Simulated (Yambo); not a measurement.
Yambo run on TiO2 (space group C2/c, No. 15). The wavefunctions come from this Quantum ESPRESSO step (PBEsol, PseudoDojo standard norm-conserving files, scalar-relativistic):

```
&CONTROL
  calculation = 'nscf'
  pseudo_dir = './pseudo'
  outdir = './out'
/
&SYSTEM
  ibrav = 0
  nat = 6
  ntyp = 2
  ecutwfc = 84.0
  ecutrho = 336.0
  occupations = 'fixed'
  force_symmorphic = .true.
  nbnd = 141
/
&ELECTRONS
  conv_thr = 6.000000000000001e-09
  diago_full_acc = .true.
  diago_thr_init = 1e-08
/
ATOMIC_SPECIES
O 15.9990 O.upf
Ti 47.8670 Ti.upf
CELL_PARAMETERS angstrom
  2.706035000000  -2.706655000000   0.000000000000
  2.706035000000   2.706655000000   0.000000000000
 -2.633530000000   0.000000000000   4.796638000000
ATOMIC_POSITIONS crystal
O   0.331220000000   0.088760000000   0.667150000000
O   0.668780000000   0.911240000000   0.332850000000
O   0.911240000000   0.668780000000   0.832850000000
O   0.088760000000   0.331220000000   0.167150000000
Ti   0.134110000000   0.865890000000   0.250000000000
Ti   0.865890000000   0.134110000000   0.750000000000
K_POINTS automatic
4 4 4 0 0 0
```

Yambo input:

```
rim_cut
gw0
dyson
el_el_corr
HF_and_locXC
ppa
em1d
RandQpts= 1000000
RandGvec= 1 Ry
EXXRLvcs= 84 Ry
VXCRLvcs= 336 Ry
Chimod= "HARTREE"
% BndsRnXp
 3 | 140 |
%
NGsBlkXp= 8 Ry
% LongDrXp
 1.0 | 1.0 | 1.0 |
%
PPAPntXp= 27.2114 eV
% GbndRnge
 1 | 140 |
%
GTermKind= "BG"
DysSolver= "n"
ExtendOut
% QPkrange
 1 | 1 | 24 | 25 |
 2 | 2 | 24 | 25 |
 8 | 8 | 24 | 25 |
 10 | 10 | 24 | 25 |
 22 | 22 | 24 | 25 |
 24 | 24 | 24 | 25 |
 31 | 31 | 24 | 25 |
%
```

k points by index: 1 = Γ, 2 = (0, 0, 0.25), 8 = (0, -0.5, 0), 10 = (0, -0.5, -0.5), 22 = (-0.5, -0.5, 0), 24 = (-0.5, -0.5, -0.5), 31 = (0.5, 0, 0.5).

The o-*.qp file then holds:

```
#    K-point    Band    Eo [eV]    E [eV]    E-Eo [eV]    Vxc [eV]    Vnlxc [eV]    Sc|Eo [eV]    Sc|E [eV]    dSc/dw|Eo [eV]    Re(Z)    Im(Z)
#
    1    24    -0.433697    -0.749819    -0.316122    -19.26865    -24.31954    4.632606    4.734771    -8.790085    0.755837    -0.001611
    1    25    2.053546    3.253055    1.199508    -19.21628    -11.83152    -5.843699    -6.185249    -7.747266    0.778385    -0.001364
    2    24    -0.229862    -0.511373    -0.281511    -19.91435    -24.79372    4.508728    4.597859    -8.611400    0.759608    -0.001481
    2    25    2.154836    3.371684    1.216848    -19.35794    -11.85820    -5.933633    -6.282894    -7.809289    0.777007    -0.001375
    8    24    -0.620499    -0.959059    -0.338559    -19.83758    -24.85979    4.577543    4.683649    -8.524671    0.761452    -0.001490
    8    25    3.218460    4.529141    1.310682    -20.39872    -12.08470    -6.596696    -7.003336    -8.441098    0.763236    -0.001600
    10    24    -0.622116    -0.969405    -0.347289    -19.77807    -24.83889    4.604429    4.713533    -8.545189    0.761015    -0.001514
    10    25    3.073634    4.356526    1.282892    -20.22764    -12.00643    -6.543322    -6.938315    -8.376874    0.764613    -0.001673
    22    24    0.000000    -0.258791    -0.258791    -19.76601    -24.66660    4.559035    4.641794    -8.697426    0.757788    -0.001474
    22    25    3.242013    4.595819    1.353806    -20.84783    -12.41937    -6.650559    -7.074656    -8.522979    0.761487    -0.001724
    24    24    -0.021082    -0.287769    -0.266687    -19.76948    -24.67702    4.555663    4.640847    -8.687345    0.758001    -0.001478
    24    25    3.265383    4.614078    1.348695    -20.81054    -12.45468    -6.585909    -7.007162    -8.497960    0.762021    -0.001673
    31    24    -0.622116    -0.969386    -0.347270    -19.77808    -24.83888    4.604426    4.713528    -8.545485    0.761008    -0.001519
    31    25    3.073634    4.356404    1.282769    -20.22764    -12.00647    -6.543419    -6.938402    -8.377438    0.764601    -0.001677
```
(The two width columns are left out.) Convergence of these settings isn't established.

Geometry of the Materials Project entry, not relaxed at this level.

This is not the ordinary phase of the substance; no match was found in the copy of COD used, and its stability was not checked.
